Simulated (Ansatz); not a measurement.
The calculation used DFT PBE, scalar-relativistic, plane waves, PAW in Ansatz. All cells share a 420 eV cutoff and Γ-centred k meshes spaced about 0.3 Å⁻¹ or finer (0.25 for metals, 2π included). No spin polarisation.

These are static total energies at zero pressure.

Compare these two cells of CaGe2N3, each relaxed at this level.

A.

Space group Cmc2_1 (No. 36). a = 10.315 Å, b = 6.332 Å, c = 5.114 Å, α = 90.00°, β = 90.00°, γ = 90.00°
```tsv
atom	site	symmetry	x	y	z
Ca	4a	m..	0.5000	0.6781	0.5264
Ge	8b	1	0.6695	0.1618	0.5083
N	8b	1	0.7015	0.8627	0.6361
N	4a	m..	0.5000	0.2938	0.5289
```

B.

Space group I4/mmm (No. 139). a = 3.912 Å, b = 3.912 Å, c = 9.949 Å, α = 90.00°, β = 90.00°, γ = 90.00°
```csv
atom,site,symmetry,x,y,z
Ca,2a,4/mmm,0.0000,0.0000,0.0000
Ge,4e,4mm,0.5000,0.5000,0.1877
N,2b,4/mmm,0.5000,0.5000,0.0000
N,4d,-4m2,0.0000,0.5000,0.2500
```

Task: Which form is favoured at zero pressure, and by what margin per atom?

Result: A is lower, by 153 meV/atom. A has space group Cmc2_1 (No. 36), 13.9 Å³/atom and no gap on its mesh; B has space group I4/mmm (No. 139), 12.7 Å³/atom and no gap. Counting N atoms around Ca and Ge (those within 1.25 times the shortest such distance or 1.15 times the sum of covalent radii, 1.27 where that leaves under three; a plus sign parts nearer from farther groups), A has Ca 5, Ge 4 and B has Ca 4+8, Ge 1+4. The lower one is the more open, so pressure narrows the difference. In A, around Ca lie 5 N at 2.43–2.58 Å and 4 Ge at 3.19–3.33 Å; Ge has 4 N at 1.94–2.03 Å, 2 Ca at 3.19–3.33 Å, 1 N at 3.23 Å and 4 Ge at 3.25–3.28 Å; N on a site of symmetry 1 has 3 Ge at 1.94–2.03 Å and 1 Ca at 2.45 Å; 1 more site not described. In B, Ca is surrounded by 4 N at 2.77 Å, 2 Ge at 3.11 Å and 8 N at 3.16 Å; around Ge lie 1 N at 1.87 Å, 4 N at 2.05 Å, 4 Ge at 3.03 Å and 1 Ca at 3.11 Å; around N on a site of symmetry 4/mmm lie 2 Ge at 1.87 Å and 4 Ca at 2.77 Å; 1 more site not described. Both come from trial cells of a structure search, whose lowest cell (P1, 13.6 Å³/atom) lies 60 meV/atom below the lower of the two.

In I4/mmm an odd number of electrons in the primitive cell allows no gap without spin; a larger cell or a magnetic state could open one. With atoms moved at random, A (by 60 meV/atom) fell into a lower structure. B had no clear such test and can be a saddle point. Some types were kept out of the candidates beforehand, so the set may lack a known form.
